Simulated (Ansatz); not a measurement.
MoSe2:
```cif
data_Mo2Se4
_chemical_formula_sum 'Mo2 Se4'
_space_group_name_H-M_alt 'P63/mmc'
_space_group_IT_number 194
_space_group_name_Hall '-P 6c 2c'
_cell_length_a 3.24836
_cell_length_b 3.24836
_cell_length_c 12.74184
_cell_angle_alpha 90.000
_cell_angle_beta 90.000
_cell_angle_gamma 120.000
loop_
_atom_site_label
_atom_site_type_symbol
_atom_site_symmetry_multiplicity
_atom_site_Wyckoff_symbol
_atom_site_fract_x
_atom_site_fract_y
_atom_site_fract_z
_atom_site_occupancy
Mo1 Mo 2 c 0.33333 0.66667 0.25000 1
Se1 Se 4 f 0.66667 0.33333 0.11993 1
```

This is the LDA-relaxed structure.

**Question.** All from LDA in the plane-wave PAW code Ansatz, unless another level is named. Give the Hill bulk and shear moduli.

**Answer.** 53.5 and 40.2 GPa.

**Question.** And the highest zone-centre frequency (without LO–TO term)?

**Answer.** 10.69 THz.

Space group P6_3/mmc. The cell was relaxed with LDA under the symmetry of its start; phonons on a q-mesh show no instability. The run is not spin-polarised. A crystal of weakly bound layers computed without a dispersion correction: the cell and the soft elastic constants depend strongly on that.

Potentials: the later of the program's two PAW sets.
